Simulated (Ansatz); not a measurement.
This Sc2GeSe structure is the end of a relaxation. The cell was found from a structure generator's guess, not taken from experiment.

These are results of Ansatz 0.2.0, DFT PBE, scalar-relativistic, plane waves, PAW, not measurements. Cutoff 420 eV, Γ-centred mesh, Gaussian smearing, no spin polarisation.

```cif
data_structure
_symmetry_space_group_name_H-M 'P 1'
_symmetry_Int_Tables_number 1
_cell_length_a 3.8941
_cell_length_b 3.8941
_cell_length_c 5.4818
_cell_angle_alpha 90.000
_cell_angle_beta 90.000
_cell_angle_gamma 90.000
_cell_volume 83.13
loop_
_atom_site_label
_atom_site_type_symbol
_atom_site_fract_x
_atom_site_fract_y
_atom_site_fract_z
_atom_site_occupancy
Sc1 Sc 0.50000 0.50000 0.00000 1
Sc2 Sc 0.00000 0.00000 0.50000 1
Ge1 Ge 0.50000 0.50000 0.50000 1
Se1 Se 0.00000 0.00000 0.00000 1
```

Energies over the elements count from the elements' standard structures at the same level, with no fitted energy shifts.

Task: Find its symmetry and describe it.

Result: P4/mmm (No. 123). Conventional cell: a = 3.894 Å, c = 5.482 Å. Sc on its first site has 2 Ge at 2.74 Å and 4 Se at 2.75 Å; Sc on its second site is surrounded by 2 Se at 2.74 Å and 4 Ge at 2.75 Å; Ge has 6 Sc at 2.74–2.75 Å; Se has 6 Sc at 2.74–2.75 Å.

Task: What is its formation energy per atom?

Result: −1.24 eV/atom. Whether it is stable depends on the other phases of the system, which aren't compared here.

Task: Is it a metal?

Result: Yes, bands cross the Fermi level on the 12×12×8 mesh.

The last run used a 12×12×8 mesh (in the run's order of axes) for its 4-atom cell and Gaussian smearing of 0.10 eV. The reference form of Se is held partly by dispersion forces, which this level lacks. This cell was reached by moving the atoms of another relaxed cell at random and relaxing again, last within the group found; it had no such test of its own.
